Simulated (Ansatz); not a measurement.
CsPbBr₃:
```cif
data_Br12Cs4Pb4
_chemical_formula_sum 'Pb4 Cs4 Br12'
_space_group_name_H-M_alt 'Pnma'
_space_group_IT_number 62
_space_group_name_Hall '-P 2ac 2n'
_cell_length_a 8.45684
_cell_length_b 11.80705
_cell_length_c 8.12455
_cell_angle_alpha 90.000
_cell_angle_beta 90.000
_cell_angle_gamma 90.000
loop_
_atom_site_label
_atom_site_type_symbol
_atom_site_symmetry_multiplicity
_atom_site_Wyckoff_symbol
_atom_site_fract_x
_atom_site_fract_y
_atom_site_fract_z
_atom_site_occupancy
Pb1 Pb 4 a 0.00000 0.00000 0.00000 1
Cs1 Cs 4 c 0.06174 0.25000 0.48138 1
Br1 Br 8 d 0.29707 0.03541 0.19945 1
Br2 Br 4 c 0.00846 0.75000 0.06810 1
```

Relaxed with r²SCAN. Plane-wave PAW r²SCAN (Ansatz code) gives a gap of 2.41 eV.

**Question.** What gap does HSE06 give on the same cell (Ansatz, PAW)?

**Answer.** 2.68 eV, 0.28 eV more. The hybrid was solved on a coarser mesh and at special points; the gap given is the minimum over both.

```json
[
 {"k": "Γ", "v1 r²SCAN": "0.00", "c1 r²SCAN": "2.41", "v1 HSE06": "0.00", "c1 HSE06": "2.68"},
 {"k": "X", "v1 r²SCAN": "-0.81", "c1 r²SCAN": "2.81", "v1 HSE06": "-0.90", "c1 HSE06": "3.10"},
 {"k": "Z", "v1 r²SCAN": "-0.86", "c1 r²SCAN": "2.81", "v1 HSE06": "___", "c1 HSE06": "___"},
 {"k": "U", "v1 r²SCAN": "-0.60", "c1 r²SCAN": "2.79", "v1 HSE06": "___", "c1 HSE06": "___"},
 {"k": "Y", "v1 r²SCAN": "-0.46", "c1 r²SCAN": "2.61", "v1 HSE06": "-0.51", "c1 HSE06": "2.89"},
 {"k": "S", "v1 r²SCAN": "-1.20", "c1 r²SCAN": "4.09", "v1 HSE06": "___", "c1 HSE06": "___"},
 {"k": "T", "v1 r²SCAN": "-1.31", "c1 r²SCAN": "4.03", "v1 HSE06": "-1.49", "c1 HSE06": "4.38"},
 {"k": "R", "v1 r²SCAN": "-1.04", "c1 r²SCAN": "3.03", "v1 HSE06": "___", "c1 HSE06": "___"}
]
```

**Question.** Top valence (v1) and lowest conduction level (c1) in eV from each method's valence maximum (which need not be a listed point): supply the withheld HSE06 values.

**Answer.** 
- U, v1 HSE06: -0.66
- U, c1 HSE06: 3.08
- S, v1 HSE06: -1.38
- S, c1 HSE06: 4.44
- R, v1 HSE06: -1.15
- R, c1 HSE06: 3.32
- Z, v1 HSE06: -0.94
- Z, c1 HSE06: 3.09

Cost on shared cores: the r²SCAN run (SCF on a 4×3×4 mesh, then bands and DOS) about 40 core-minutes (a rough figure), the HSE06 run (SCF on 2×2×2, then a few points) about 50 core-minutes (a rough figure); the tasks are unlike.

Symmetry was held in the r²SCAN relaxation. Scalar-relativistic: spin–orbit coupling is off unless named, which matters more the heavier the elements.

Potentials: the later of the program's two PAW sets.
